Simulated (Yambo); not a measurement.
RPA spectrum of NaF (rock salt, space group Fm-3m, No. 225) on PBEsol bands in Yambo (16×16×16 mesh, 21 bands, 4 Ry local-field block, 0.2 eV broadening; field along x). CGrdSpXd merges neighbouring transition energies to save time; the report line [X-CG] gives the poles kept by one of the 4 MPI tasks, and where the merging fails may depend on that split.

```json
[
 {"CGrdSpXd asked (%)": "100", "share reached (%)": "100", "poles used (one task)": "3625", "static ε": "1.81", "largest change of Im ε (% of its maximum)": "0.0", "rough time": "1"},
 {"CGrdSpXd asked (%)": "70", "share reached (%)": "69", "poles used (one task)": "2537", "static ε": "1.81", "largest change of Im ε (% of its maximum)": "0.1", "rough time": "within a factor of two"},
 {"CGrdSpXd asked (%)": "30", "share reached (%)": "29", "poles used (one task)": "1086", "static ε": "1.81", "largest change of Im ε (% of its maximum)": "0.9", "rough time": "within a factor of two"},
 {"CGrdSpXd asked (%)": "15", "share reached (%)": "5", "poles used (one task)": "188", "static ε": "1.81", "largest change of Im ε (% of its maximum)": "16", "rough time": "within a factor of two"},
 {"CGrdSpXd asked (%)": "5", "share reached (%)": "5", "poles used (one task)": "188", "static ε": "1.81", "largest change of Im ε (% of its maximum)": "16", "rough time": "within a factor of two"}
]
```

All runs end normally. In the runs at 15 %, 5 % few poles are left or the spectrum changes by over a quarter of its peak, and no warning says so. Times are rough ratios from shared machines. The k mesh wasn't tested; the rows compare only with each other.

Geometry relaxed with PBEsol; primitive cell a = b = c = 3.272 Å, α = β = γ = 60.00°.
